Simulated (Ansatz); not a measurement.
The relaxed structure here is a generated cell of BeS: the first start was made by placing the elements on the sites of a structure type, and the end was not matched to a known phase here, so it may be hypothetical.

A relaxed structure of BeS. Space group P4₂/mnm (No. 136), AFLOW prototype AB_tP8_136_g_f (as in BeO). Computed with r2SCAN (plane waves to 500 eV, PAW, scalar-relativistic; Ansatz, a first-principles code).

```cif
data_Be4S4
_chemical_formula_sum 'Be4 S4'
_space_group_name_H-M_alt 'P 1'
_space_group_IT_number 1
_cell_length_a 5.90712
_cell_length_b 5.90712
_cell_length_c 3.46026
_cell_angle_alpha 90.000
_cell_angle_beta 90.000
_cell_angle_gamma 90.000
loop_
_space_group_symop_operation_xyz
  'x, y, z'
loop_
_atom_site_label
_atom_site_type_symbol
_atom_site_fract_x
_atom_site_fract_y
_atom_site_fract_z
_atom_site_occupancy
Be1 Be 0.33109 0.33109 0.50000 1
Be2 Be 0.83109 0.16891 0.00000 1
Be3 Be 0.66891 0.66891 0.50000 1
Be4 Be 0.16891 0.83109 0.00000 1
S1 S 0.30866 0.69134 0.50000 1
S2 S 0.80866 0.80866 0.00000 1
S3 S 0.19134 0.19134 0.00000 1
S4 S 0.69134 0.30866 0.50000 1
```

```json
{
  "volume_per_atom": "15.09 Å³",
  "density": "2.26 g/cm³",
  "band_gap": "3.73 eV, indirect (valence top at 83 % of the way from M to Γ, conduction bottom at k = (0, 0, 0.3)) (no spin-orbit coupling)",
  "smallest_direct_gap": "4.37 eV at k = (0, 0, 0.2)",
  "shortest_distances": "Be–S 2.09 Å; Be–Be 2.82 Å; S–S 3.20 Å",
  "k-mesh": "6×6×10"
}
```

Band energies at high-symmetry points (eV from the VBM; labels of this space group; no spin-orbit coupling), from −5 eV up to 6.0 eV:

| point | energies |
|---|---|
| Γ | -4.88 -4.07 -4.07 -3.08 -2.77 -1.29 -1.29 -0.23 -0.12 -0.04 -0.04 4.54 5.20 |
| X | -3.24 -3.24 -2.15 -2.15 -2.14 -2.14 -0.79 -0.79 -0.73 -0.73 5.25 5.25 5.93 5.93 |
| M | -4.45 -4.45 -3.51 -3.51 -2.40 -2.40 -1.72 -1.72 -1.50 -1.50 -1.39 -1.39 5.28 5.28 5.78 5.78 |
| Z | -4.46 -4.46 -3.94 -3.94 -2.64 -2.64 -2.31 -2.31 -1.91 -1.91 4.64 4.64 |
| R | -4.78 -4.78 -4.00 -4.00 -2.51 -2.51 -1.95 -1.95 -1.19 -1.19 4.89 4.89 |
| A | -2.95 -2.95 -2.03 -2.03 -1.69 -1.69 -1.27 -1.27 4.57 4.57 4.88 4.88 5.92 5.92 |

No spin polarisation in the result.

It was reached from a disturbed copy of a I4₁/amd (No. 141) cell, against which it lies -0.819 eV/atom.
